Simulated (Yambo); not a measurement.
Excitons in K2CO3

```
CELL_PARAMETERS angstrom
      5.74213     0.00000     0.00000
     -2.87106     4.97283     0.00000
      0.00000     0.00000     6.81586
ATOMIC_POSITIONS crystal
  C  0.33333 0.66667 0.75000
  C  0.66667 0.33333 0.25000
  O  0.59378 0.79689 0.75000
  O  0.40622 0.20311 0.25000
  O  0.79689 0.59378 0.25000
  O  0.20311 0.40622 0.75000
  O  0.20311 0.79689 0.75000
  O  0.79689 0.20311 0.25000
  K  0.66667 0.33333 0.75000
  K  0.33333 0.66667 0.25000
  K  0.00000 0.00000 0.50000
  K  0.00000 0.00000 0.00000
```

The geometry is that of Materials Project entry mp-10662, symmetrised and not relaxed again.

BSE in Yambo on PBEsol (Quantum ESPRESSO, PseudoDojo norm-conserving, 84 Ry, no spin-orbit coupling) bands: 3×3×2 mesh, 16 valence and 20 conduction bands, static screening with 111 bands and a 3 Ry block, scissor 2.59 eV, Tamm-Dancoff; field along x.

```csv
state,energy (eV),states within 2 meV,relative strength,class,main transitions
1,4.17,1,< 0.01,dark,several band pairs
2,4.17,1,< 0.01,dark,several band pairs
3,4.76,1,< 0.01,dark,VB → CB (88 %)
4,4.83,1,< 0.01,dark,VB−1 → CB (87 %)
5,5.58,1,< 0.01,dark,VB → CB (81 %)
6,5.65,1,< 0.01,dark,VB−1 → CB (79 %)
```

These are vertical excitations (zero momentum). The direct quasiparticle gap on this mesh is 6.07 eV; counted from there, state 1 is bound by 1.90 eV. Convergence with the mesh was not shown.

Spin singlets only. Strengths are relative to the strongest of the lowest states of this run; strong means a line over 3 % of the spectrum's maximum, dark under 0.03 %. Absolute energies carry the error of the G0W0 scissor, whose convergence isn't established; the long-wavelength screening was taken along (1,1,1) although the crystal is anisotropic.

The structure is a Materials Project entry; no match was found in the copy of COD used, and its stability was not checked.
